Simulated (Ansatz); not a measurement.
## TaO₂: do energies and stresses tell the same story?

The calculation used Ansatz, DFT r2SCAN, scalar-relativistic, plane waves, PAW.

Settings: cutoff 500 eV, Γ-centred mesh 8×8×12 on the computed 6-atom cell, Gaussian smearing of 0.10 eV; no spin polarisation.

Relaxed cell: P4_2/mnm, a = 4.968 Å, b = 4.968 Å, c = 2.846 Å, α = 90.00°, β = 90.00°, γ = 90.00°, 6 atoms in the primitive cell. Whether it is the stable form of this composition wasn't checked.

Energies at zero smearing and pressures from the stress tensor, at volumes with shape and atoms relaxed:
```
V (Å³/atom) E − E(first) (meV/atom) P (GPa)
     10.303                     0.00    46.97
     10.654                   -86.39    32.26
     11.006                  -143.01    19.75
     11.357                  -174.28     9.09
     11.708                  -183.96     0.01
     12.059                  -175.25    -7.72
     12.410                  -150.88   -14.29
     12.879                   -98.07   -21.50
```

Task: Check P = −dE/dV between neighbouring volumes, and get the bulk modulus from the pressures alone.

Result: With 1 eV/Å³ = 160.2 GPa:
```csv
middle V (Å³/atom),−ΔE/ΔV (GPa),mean P (GPa)
10.479,39.405,39.614
10.830,25.829,26.006
11.181,14.265,14.420
11.532,4.416,4.551
11.884,-3.975,-3.853
12.235,-11.114,-11.002
12.645,-18.066,-17.893
```

The two differ by 0.21 GPa at most. The mean of two end pressures misses the average over a step by about ΔV² P″/12, up to 0.20 GPa here; with that taken off 0.03 GPa remains. The stress is the derivative of the free energy, not of the energy at zero smearing, and with free energies 0.00 GPa remains. Around V = 11.708 Å³/atom, the two neighbours give B = −V ΔP/ΔV = 11.708 × 16.81 / 0.702 = 280.1 GPa, against B0 = 278.6 GPa from the Birch–Murnaghan fit of the energies.

Spin–orbit coupling is left out, which can shift energies with elements as heavy as these.